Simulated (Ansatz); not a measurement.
Ansatz input

```yaml
crystal:
  lattice:
    - [2.8543717916, 0.0, 0.0]
    - [-1.4271858958, 2.4719584834, 0.0]
    - [0.0, 0.0, 10.5175243241]
  atoms:
    - { symbol: Nb, position: [1.0, 1.0, 0.0], spin: 1.0 }
    - { symbol: Nb, position: [1.0, 1.0, 0.5], spin: 1.0 }
    - { symbol: Nb, position: [0.3333333333, 0.6666666667, 0.25], spin: 1.0 }
    - { symbol: Nb, position: [0.6666666667, 0.3333333333, 0.75], spin: 1.0 }
hamiltonian:
  xc: mr2scan
  pseudopotentials:
    kind: paw
    azcp:
      Nb: "pseudopotentials/Nb.paw.azcp"
basis:
  ecutwfc: 500
  fft_grid_basis: typed
kpoints:
  mp_grid: { grid: [17, 17, 4], shift: [0, 0, 0] }
magnetization:
  spin_polarized: true
scf:
  occupations: { method: fermi_dirac, width: 0.05 }
```

Output

```
Engine: ansatz 0.2.0, aarch64-unknown-linux-gnu
Pseudopotentials: kind: paw
Pseudopotential: Nb, paw, valence charge 13, recommended cutoff 500 eV (meta_gga) 
Functional definition: m-r2SCAN
  exchange = m_r2scan_x
  correlation = m_r2scan_c
Crystal: 4 atoms, lattice volume = 74.210 Å³
Basis set: ecut = 500 eV, 1863 PW (Γ), exchange–correlation on 96×96×320 points (64 copies of the dense FFT grid, shifted against one another)
Bands: 34, of which v1, the nominal top of the filled ones, is band 26 counted from 1 (25 counted from 0)
Symmetry: 24 space group operations
Space group: P63/mmc (ITA 194), of the structure as read, at distance tolerance 4.2e-5 Å
Magnetic group: BNS 194.263 (UNI 1493), of the structure as read, at distance tolerance 4.2e-5 Å
k-points: 99 of 1156
Non-local potential: Nb, projectors of the file, l = 0: 3, l = 1: 2, l = 2: 2, l = 3: 1
PAW form: soft (Blöchl's): semilocal exchange-correlation on the pseudo side does not see the compensation charge
PAW frozen core: Nb, regenerated for the run's functional (the file was generated under x = pbe(κ = 0.804, μ = 0.2195149727645171), c = pbe(β = 0.06672455060314922))
PAW one-centre angular grid: Nb, 590 points (default); XC on 160 Gauss nodes
Initial density: superposition of atomic densities (chi_scale 0.1, normalization cell)
Starting moments: Σ|m| = 4 μB on 4 of 4 sites
Initial wavefunctions: pseudopotential atomic-orbital guess
Functional: x = mr2scan, c = mr2scan; τ floored in thin density (d = 2e-4 eV/Å³)
SCF iter   1: F=—  HF=-18253.848374 eV  |F-HF|=—  |Δ(HF+E_count)|=         —  Δρ=5.04e-2 (↑5.04e-2 ↓2.68e-2)  dr2=4.69e0  dr2_τ=4.07e-2  dr2_m=1.70e-1  M=2.554 μB ∫|m|=2.554 μB  β_m=0.83  ethr=3.10e-3  ⟨swp⟩=5.2  Hψ=24866  notcnv=0
Mixer restart at iter 1: flushing history
spin=Collinear: Kerker preconditioning applied to the charge; magnetization (m = ρ↑ − ρ↓) channel mixes plain (no charge-response kernel on spin).
SCF iter   2: F=—  HF=-18253.280612 eV  |F-HF|=—  |Δ(HF+E_count)|=   5.68e-1  Δρ=3.18e-2 (↑3.18e-2 ↓2.52e-2)  dr2=2.61e0  dr2_τ=1.54e-2  dr2_m=2.20e-2  M=2.134 μB ∫|m|=2.134 μB  β_m=0.30  ethr=3.10e-3  ⟨swp⟩=2.9  Hψ=13009  notcnv=0  defer=205  κ⁻¹=1.0e0(r=1)
SCF iter   3: F=—  HF=-18253.024680 eV  |F-HF|=—  |Δ(HF+E_count)|=   2.56e-1  Δρ=1.85e-2 (↑7.34e-3 ↓1.85e-2)  dr2=2.41e-1  dr2_τ=4.05e-3  dr2_m=6.37e-2  M=1.110 μB ∫|m|=1.110 μB  β_m=0.30  ethr=3.10e-3  ⟨swp⟩=2.1  Hψ=12276  notcnv=0  defer=205  κ⁻¹=3.8e-2(r=2)
SCF iter   4: F=—  HF=-18253.273365 eV  |F-HF|=—  |Δ(HF+E_count)|=         —  Δρ=1.01e-2 (↑6.70e-3 ↓1.01e-2)  dr2=4.01e-2  dr2_τ=3.05e-3  dr2_m=3.02e-2  M=0.263 μB ∫|m|=0.317 μB  β_m=0.65  ethr=4.64e-4  ⟨swp⟩=3.0  Hψ=13024  notcnv=0  defer=205  κ⁻¹=3.8e-2(r=2)
SCF iter   5: F=—  HF=-18253.329042 eV  |F-HF|=—  |Δ(HF+E_count)|=   5.57e-2  Δρ=5.92e-3 (↑4.09e-3 ↓5.92e-3)  dr2=2.08e-2  dr2_τ=6.67e-4  dr2_m=7.04e-3  M=0.177 μB ∫|m|=0.192 μB  β_m=0.55  ethr=7.71e-5  ⟨swp⟩=2.0  Hψ=10201  notcnv=0  defer=226  κ⁻¹=6.7e-3(r=3)
SCF iter   6: F=—  HF=-18253.347474 eV  |F-HF|=—  |Δ(HF+E_count)|=   1.84e-2  Δρ=2.04e-3 (↑1.95e-3 ↓2.04e-3)  dr2=4.14e-3  dr2_τ=1.53e-4  dr2_m=5.99e-4  M=0.010 μB ∫|m|=0.024 μB  β_m=0.30  ethr=3.99e-5  ⟨swp⟩=2.4  Hψ=12939  notcnv=0  defer=223  κ⁻¹=7.0e-4(r=4)
...
SCF iter  17: F=—  HF=-18253.347960 eV  |F-HF|=—  |Δ(HF+E_count)|=   2.48e-8  Δρ=6.05e-7 (↑5.85e-7 ↓6.05e-7)  dr2=1.11e-10  dr2_τ=3.27e-11  dr2_m=1.99e-10  M=-0.000 μB ∫|m|=0.000 μB  β_m=1.00  ethr=2.62e-12  ⟨swp⟩=2.3  Hψ=12258  notcnv=0  defer=208  κ⁻¹=5.0e-6(r=8)
SCF iter  18: F=—  HF=-18253.347960 eV  |F-HF|=—  |Δ(HF+E_count)|=   9.11e-9  Δρ=1.29e-6 (↑1.29e-6 ↓1.20e-6)  dr2=3.20e-10  dr2_τ=1.41e-10  dr2_m=1.01e-9  M=-0.000 μB ∫|m|=0.000 μB  β_m=1.00  ethr=1.00e-12  ⟨swp⟩=1.0  Hψ=16253  notcnv=0  κ⁻¹=4.9e-6(r=8)
SCF iter  19: F=—  HF=-18253.347960 eV  |F-HF|=—  |Δ(HF+E_count)|=   2.55e-9  Δρ=8.37e-7 (↑6.74e-7 ↓8.37e-7)  dr2=1.37e-10  dr2_τ=5.38e-11  dr2_m=3.74e-10  M=-0.000 μB ∫|m|=0.000 μB  β_m=0.30  ethr=1.00e-12  ⟨swp⟩=2.0  Hψ=12677  notcnv=0  κ⁻¹=1.4e-6(r=8)
SCF iter  20: F=-18253.347960 eV  HF=-18253.347960 eV  |F-HF|=4.00e-11  |Δ(HF+E_count)|=   1.39e-9  Δρ=1.89e-7 (↑1.89e-7 ↓1.62e-7)  dr2=1.35e-11  dr2_τ=3.08e-12  dr2_m=1.70e-11  M=-0.000 μB ∫|m|=0.000 μB  ethr=1.00e-12  ⟨swp⟩=2.2  Hψ=12767  notcnv=0
SCF 1 converged in 20 iterations: F = -18253.347960 eV  dr2 = 1.35e-11
WARN: the starting moments were not kept: the SCF closed with an absolute magnetisation of 1.1e-5 μB, where they sum to 4 μB in size (4 sites). That is at most 0.1 of that sum. Measured as dr2_m measures the in/out step, that magnetisation stands 7.3e-12 eV from none, at or under the dr2_threshold of 1.0e-7 eV: it is no larger than a step whose dr2_m would equal this threshold. The system may hold no moment; this SCF shows only that its start led to no more than that. To try another start: raise the starting moments (crystal.atoms[].spin, magnetization.per_species, magnetization.initial_magnetization, or on a non-collinear deck that types none of these the spinor_matrix: blocks that start its atoms; where the total moment is fixed, keep their sum and leave initial_magnetization as it is; typed ones take the place of any that the run laid by itself, positive ones on a crystal's lanthanoids without a Hubbard term where scf.initial_density.shell_occupations: [] is typed) or, if the notice of its spin-set hold's release reads "site moments contracting" or "site moments show no strong build", lengthen the hold (scf.mixing.spin_hold: { on: { confirm: 4 } }; for m-r²SCAN on two components see the key's manual first). Each may lead to a state that holds a moment. A second SCF, from the converged charge density, with the starting moments and any scf.initial_density.shell_occupations laid on it anew, would have followed, and was not run: the deck does not ask for one (magnetization.retry_lost_moments is false, the default). To let it run, set magnetization.retry_lost_moments: true and run the deck again, where that key's refused combinations let it; where memory then withholds it, that run's warning says so.
this state was not tested for a lower state beside it, because the mixer in use, unlike msr1, does not test its closes by its own steps (another_mixer; see scf.mixing.algorithm and scf.lower_state_search)
SCF converged after 20 iterations
Magnetization: -0.0000 μB (26.0000 up, 26.0000 down)
Absolute magnetization: 0.0000 μB (∫|ρ↑−ρ↓|, with the PAW one-centre terms)
Spin contamination: 0.0000 ħ² per cell (⟨S²⟩ above its minimum at these occupations)
Per-site moments (μB) at R_I (Å): [(1.7738684814867619e-6, 1.1774283640418348), (1.773868481469322e-6, 1.1774283640418348), (-2.4288574675070014e-6, 1.1774283640418348), (-2.4288574673338777e-6, 1.1774283640418348)]
Free energy (F): -18253.347960 eV
Harris-Foulkes:  -18253.347960 eV  (|F-HF|=4.00e-11)
Internal energy: -18253.306496 eV  (E = F + TS)
E sigma→0 (E₀):  -18253.327228 eV
Entropy (-TS):   -0.041464 eV (-10.366 meV/atom)
Fermi energy:    17.494675 eV
--- Per-component energies (eV) ---
  E_band       = -344.083698
  E_kinetic    = 1575.182452
  E_local      = -2860.429560  (includes V_loc(G=0)·N_el)
  E_nonlocal   = 478.278437
  E_hartree    = 891.110728
  E_xc         = -677.872226
  E_vxc        = -945.829252  (∫ρ·V_xc dr)
  E_paw        = -12360.994833  (= ΣΔE_a)
  E_vpaw       = -433.090300  (= ΣTr[D̂ρ^β])
  E_aug_tail   = 0.000016  (compensation charges beyond the density's cutoff)
  E_vtau       = 59.583055  (kinetic-family band-sum trace: ∫τ·v_τ [+ j·A + Jᵃ·Aᵃ] dr)
  E_ewald      = -5297.811788
  E_core_change = -0.769723  (= ΣΔE_core)
  E_smearing   = -0.041464  (= −TS)
  E_closure    = 0.000000  (closes the sum)
  Σ components = -18253.347960   (vs F -18253.347960, Δ=0.00e0)
```
